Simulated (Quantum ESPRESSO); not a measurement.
# One change at a time to Al3GaRuSnW2

Calculated results; nothing here was measured. They come from Quantum ESPRESSO 7.5, a public plane-wave density functional program. Each row is one single-point run on a made-up periodic cell of eight metal atoms, with elements, volume, strain and displacements drawn at random and not relaxed, so a cell may be unstable or far from any real phase. There is no spin polarisation or spin-orbit coupling.

Settings: PBE unless stated; PseudoDojo standard norm-conserving files; Fermi-Dirac width 0.25 eV, which means electrons at about 2900 K; cutoff 1143 eV; 6 x 6 x 3 k mesh shifted half a step off Gamma. E is the free energy of the whole cell (internal energy minus TS), so a -TS column is already part of it. Stress is positive in tension, and the pressure P is minus a third of its trace.

Checks: one run of this series was repeated at a higher cutoff and on a denser mesh, which moved values by no more than 0.006 eV, 0.02 GPa and 0.007 eV/Å, and a second program with other atomic files agreed on it to 2 % rms in force and 0.5 GPa in pressure. Known limits: the tin pseudopotential is less sure than most, with forces differing by about three percent from a second method on plain tin; heavy elements are run without spin-orbit coupling, which real alloys of them have; a spin test at this wide smearing found no moment, but such smearing suppresses magnetism that the real alloy may have.

The lattice is face-centred cubic, and the cell vectors in Å are (-0.027, -0.046, -4.114); (-4.086, 0.019, -0.027); (2.019, 8.270, 2.163), a volume of 138.74 Å³ in run 1. The elements on sites 1 to 8 are W Sn Al Al W Al Ru Ga. Each later run makes one change to run 1 and keeps the rest. E is counted from run 1, and is n/a where other atomic files have another zero of energy.

| run | change | V (Å³) | P (GPa) | -TS (eV) | rms force (eV/Å) | largest change of a force component (eV/Å) | E (eV) |
|---|---|---|---|---|---|---|---|
| 1 | none | 138.74 | -8.34 | -1.159 | 0.457 | 0.000 | 0.000 |
| 2 | sites 1 and 2 exchanged | 138.74 | -7.83 | -1.281 | 0.565 | 1.634 | 0.162 |
| 3 | all lengths scaled by -0.99 % | 134.67 | -4.78 | -1.112 | 0.522 | 0.258 | ? |
| 4 | PBEsol in place of PBE | 138.74 | -12.55 | -1.164 | 0.426 | 0.160 | n/a |
| 5 | Ta on site 8 | 138.74 | -6.58 | -1.163 | 0.537 | 0.329 | n/a |
| 6 | site 5 moved by -0.09 Å along x | 138.74 | -8.35 | -1.164 | 0.460 | 0.251 | 0.011 |

## Worked estimate

Along a uniform scaling dE = -P dV. The mean of the two pressures is -6.560 GPa and the volume changes by -4.07 Å³, with 160.2 GPa to one eV/Å³. The same two rows give -V dP/dV = 120 GPa for this cell with clamped atoms, which is not the bulk modulus of a real alloy.

## Withheld value

Question: what E should run 3 give?

The estimate is -0.167 eV. The calculation gave -0.168 eV.
